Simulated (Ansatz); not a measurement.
C:
```
CELL_PARAMETERS angstrom
     -2.18241     2.18241     1.25080
      2.18241    -2.18241     1.25080
      2.18241     2.18241    -1.25080
ATOMIC_POSITIONS crystal
  C  0.18030 0.18030 0.36061
  C  0.18030 0.81970 0.00000
  C  0.81970 0.18030 0.00000
  C  0.81970 0.81970 0.63939
```

Relaxed with r²SCAN. Special points in fractions of this cell's reciprocal vectors: Γ (0.000, 0.000, 0.000); X (0.000, 0.000, 0.500); M (-0.500, 0.500, 0.500); Z (0.332, 0.332, -0.332); Z0 (-0.332, 0.668, 0.332); P (0.250, 0.250, 0.250); N (0.000, 0.500, 0.000).

Q: List the band energies nearest the valence-band maximum at these points for DFT-r²SCAN in the program Ansatz with PAW potentials.

A: In eV from the valence-band maximum; about four levels below and three above (degenerate sets whole), none deeper than 8.9 eV; points with the same levels are listed once.

| k | below | above |
|---|---|---|
| Γ | -7.64 -3.51 -3.51 -0.98 | 4.70 4.99 4.99 |
| X | -6.37 -4.53 -3.94 -3.73 | 5.51 6.78 7.55 |
| M | -6.69 -0.72 0.00 0.00 | 4.96 6.91 10.09 |
| Z | -5.89 -3.05 -3.05 | 8.14 9.06 11.34 11.34 |
| P | -7.24 -4.56 -4.43 -4.43 | 5.44 5.86 5.86 |
| N | -6.84 -5.34 -3.42 | 4.68 8.12 8.59 |

Space group I4/mmm. The start of the workflow was typed in or built on a structure type; the Crystallography Open Database copy checked does not list it. It is not the phase usual at ambient conditions (space group No. 194, 227). The cell was relaxed with r²SCAN under the symmetry of its start; whether a distortion lowers the energy is not shown.

Potentials: the earlier of the program's two PAW sets.
